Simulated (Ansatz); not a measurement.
# What moves the field gradients of WS2 with Ta replacing W?

Cell of run 1: a supercell of WS2 (space group P6_3/mmc) built from a structure deposited in the COD (the entry's cell lengths or inner coordinates differ somewhat from later room-temperature determinations), with all atoms left at the host's positions.

Space group P-6m2 (No. 187); a = 6.3600, c = 12.5000 Å, γ = 120.00°.

| site | Wyckoff | site symmetry | x | y | z |
| --- | --- | --- | --- | --- | --- |
| Ta | 1a | -6m2 | 0.0000 | 0.0000 | 0.0000 |
| W2 | 3j | mm2 | 0.0000 | 0.5000 | 0.0000 |
| W5 | 3k | mm2 | 0.1667 | 0.8333 | 0.5000 |
| W8 | 1f | -6m2 | 0.6667 | 0.3333 | 0.5000 |
| S9 | 2g | 3m. | 0.0000 | 0.0000 | 0.3750 |
| S10 | 6n | .m. | 0.0000 | 0.5000 | 0.3750 |
| S13 | 6n | .m. | 0.1667 | 0.8333 | 0.8750 |
| S16 | 2i | 3m. | 0.6667 | 0.3333 | 0.8750 |

One atom of each set is listed.

Relaxed positions (PBE, cell held):

Ta (0.0000, 0.0000, 0.0000)
W2 (0.0011, 0.5006, 0.0000)
W5 (0.1667, 0.8333, 0.5000)
W8 (0.6667, 0.3333, 0.5000)
S9 (0.0000, 0.0000, 0.3749)
S10 (0.0001, 0.5001, 0.3749)
S13 (0.1686, 0.8314, 0.8736)
S16 (0.6667, 0.3333, 0.8750)

All runs are DFT with Ansatz 0.2.0 (plane waves and PAW, scalar-relativistic unless spin–orbit coupling is named, Γ-centred meshes, Fermi–Dirac smearing where given) in this cell, at cell charge +1.

Run 1: PBE, atoms at the host's positions; 420 eV, 4×4×2 k-points, smearing 0.01 eV.
Run 2: PBE, atoms relaxed; 420 eV, 4×4×2 k-points, smearing 0.01 eV.
Run 3: r2SCAN, at the relaxed atoms; 500 eV, 4×4×2 k-points, smearing 0.01 eV.

```
run    Ta V_zz (η)    W2 V_zz (η)    W8 V_zz (η)  S13 V_zz (η)
  1  -19.45 (0.00)  -17.24 (0.45)  -15.83 (0.00)  -4.93 (0.61)
  2              ?              ?              ?             ?
  3  -16.78 (0.00)  -17.09 (0.41)  -15.44 (0.00)  -4.41 (0.66)
```

V_zz in 10²¹ V/m²; 4 of the 8 sets of like atoms are followed.

Problem. Estimate the row of run 2.

Solution. Ta: -17.18 (0.00); W2: -17.20 (0.41); W8: -15.65 (0.00); S13: -4.48 (0.62). It lies nearest to run 3, from whose tensors on these sites it differs by 0.39 at most (largest principal value of the difference, on Ta). Taken one at a time, the positions of the atoms (as given or relaxed) move the tensors on these sites by up to 2.27 (largest principal value of the change, on Ta), the functional (r2SCAN with its higher cutoff) by 0.39 (Ta).

The defect repeats with the cell of 24 atoms, so it feels its images: sites between two images don't show the values beside a lone defect, and zeros or small values of η there can come from the images' arrangement. S and W carry a gradient in the pure host already, so the values there aren't the defect's effect alone. A uniform background compensates the cell's charge. Without spin–orbit coupling the gradients at and beside Ta and W can be off by some per cent, at some sites by more. With these PAW files V_zz is typically within 2 to 3 % of all-electron values, but misses above 10 % occur on Ta. The relaxation keeps the site symmetry -6m2 of the start, so the impurity can't leave its site; a distortion that would localise the partly filled state isn't explored. In run 1 the atoms aren't at the calculated equilibrium (largest force 0.53 eV/Å). In runs 1, 2, 3 the defect cell has no gap above 0.1 eV, so the values hang on the smearing and the k-mesh. The run isn't spin-polarised, and a state with spin may lie lower.
